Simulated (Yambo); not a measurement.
Yambo run on Rh$_{2}$O$_{3}$ (corundum, space group R-3c, No. 167). The wavefunctions are PBEsol (pw.x of Quantum ESPRESSO, ONCV potentials, without SOC) ones on a 2×2×2 mesh (52 occupied bands); a = b = c = 5.500 Å, α = β = γ = 55.76°.

Yambo input:

```
rim_cut
HF_and_locXC
RandQpts= 1000000
RandGvec= 1 Ry
EXXRLvcs= 88 Ry
VXCRLvcs= 352 Ry
% QPkrange
 1 | 1 | 52 | 53 |
 2 | 2 | 52 | 53 |
 3 | 3 | 52 | 53 |
 4 | 4 | 52 | 53 |
%
```

k points by index: 1 = Γ, 2 = L, 3 = F, 4 = Z.

Table of the .hf output:

```
#    K-point    Band    Eo [eV]    Ehf [eV]    Vxc [eV]    Vnlxc [eV]
#
    1    52    0.000000    -4.974121    -22.97039    -27.94451
    1    53    0.818600    4.830233    -23.28781    -19.27618
    2    52    -0.611753    -5.340540    -22.82699    -27.55578
    2    53    1.434215    6.184743    -22.10740    -17.35687
    3    52    -0.319066    -5.299139    -22.85746    -27.83753
    3    53    0.540716    4.786016    -23.17718    -18.93188
    4    52    -1.001228    -5.903732    -21.64719    -26.54969
    4    53    1.511448    6.353941    -23.07329    -18.23080
```
Exchange alone, without screening.

Geometry of the Materials Project entry, not relaxed at this level.
